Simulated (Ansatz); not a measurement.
A distorted cell of Cs2Pd(IBr2)2 (space group I4/mmm):

```xyz
9
Lattice="-4.2243 4.2243 4.4603 4.2243 -4.2243 4.4603 4.2243 4.2243 -4.4603" Properties=species:S:1:pos:R:3 pbc="T T T"
Cs     0.0000     4.2243     2.2302
Cs     4.2243     0.0000     2.2302
Pd     0.0000     0.0000     0.0000
I      0.0000     0.0000     3.0169
I      0.0000     0.0000     5.9037
Br     1.7291     1.7291     0.0000
Br     2.4952     2.4952     4.4603
Br     2.4952    -2.4952     4.4603
Br    -2.4952     2.4952     4.4603
```

Calculation: PBEsol (plane waves to 420 eV, PAW, scalar-relativistic; Ansatz, a first-principles code). k mesh 6×6×6 (Γ-centred), Fermi-Dirac smearing 0.05 eV. The energy includes the smearing's −TS. Compression counts positive. Cs2Pd(IBr2)2 is run without spin polarisation and with no Hubbard U. Cs2Pd(IBr2)2 was relaxed with its symmetry unable to fall. Spin-orbit coupling is left out, though I is heavy.

Task: Give the stress tensor in GPa and the pressure.

Result: 
```
   -0.4      0.0      0.0
    0.0     -0.4      0.0
    0.0      0.0     -0.6
```
The pressure, a third of the trace, is -0.5 GPa.

Task: It is the relaxed cell scaled evenly to V/V₀ = 1.033, atoms relaxed where free. What is its energy relative to the relaxed cell?

Result: 2 meV/atom.

(A scan under strain: stresses follow from slopes of the energy per volume, elastic moduli from its curvatures.)
